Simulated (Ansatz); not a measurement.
K: stiffness from a series of strains

```
CELL_PARAMETERS angstrom
-2.61800 2.61800 2.61800
2.61800 -2.61800 2.61800
2.61800 2.61800 -2.61800
ATOMIC_POSITIONS crystal
K 0.00000 0.00000 0.00000
```

Conventional cell: a = 5.236 Å, b = 5.236 Å, c = 5.236 Å, α = 90.00°, β = 90.00°, γ = 90.00°.

The cell is a measured one (Crystallography Open Database entry 9011006); the temperature and pressure of the measurement aren't taken into account, and nothing was relaxed.

These are results of DFT, PBEsol, all-electron LAPW, scalar-relativistic (Ansatz 0.2.0), not measurements.

The runs use a Γ-centred 10×10×10 k mesh, Fermi–Dirac smearing of 0.08 eV, basis error target 0.5 meV/atom, no spin polarisation.

The strain is applied along the Cartesian axes of the cell as listed (γ is the engineering shear, twice εxy = εyz = εzx). Fractional coordinates are held (clamped ions).

σ is the change of stress from the unstrained cell, which is at -0.03 GPa; tension is positive, so slopes are stress–strain coefficients at that pressure. In a metal the k mesh adds noise.

Only quantities that a quadratic follows smoothly over the whole series are listed; rougher ones are left out.

```
      γ  σxy (GPa)
-0.0200      -0.05
-0.0100      -0.03
 0.0000       0.00
 0.0200       0.05
```

Fit the series and read off the stiffness at zero strain.

Least-squares fits y = p0 + p1 x + p2 x² to the rows give σxy (GPa): p1 = 2.54, p2 = 4.5. So C44 (clamped ions) = 3 GPa.

One run, at γ = 0.0100, is withheld. Predict its row.

The fits give 0.02; the run gave 0.03.
